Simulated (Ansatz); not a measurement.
Relaxed-ion elastic tensor of AlIr (rock salt, Fm-3m) in GPa (Voigt order), plane-wave PAW PBEsol (Ansatz code); density 11.65 g/cm³, 15.62 Å³ per atom.

```
  345   78.7   78.7    0.0    0.0    0.0
 78.7    345   78.7    0.0    0.0    0.0
 78.7   78.7    345    0.0    0.0    0.0
  0.0    0.0    0.0  -87.9    0.0    0.0
  0.0    0.0    0.0    0.0  -87.9    0.0
  0.0    0.0    0.0    0.0    0.0  -87.9
```

Is the crystal mechanically stable?

No: the smallest eigenvalue of C is -87.9 GPa.

The start of the workflow was typed in or built on a structure type; neither database checked (COD, Materials Project) lists it. Whether it is the stable phase at ambient conditions was not checked. Symmetry was held in the PBEsol relaxation. At this level the phase is mechanically unstable. No spin polarisation was allowed. As this level gives no gap, shear constants depend on the k-mesh and smearing (Fermi–Dirac, 0.1 eV here). Scalar-relativistic: spin–orbit coupling is off unless named, which matters more the heavier the elements.

Potentials: the earlier of the program's two PAW sets. The files were generated under PBE; for other functionals the program regenerates the frozen cores, and for LDA and PBEsol the local potential too.
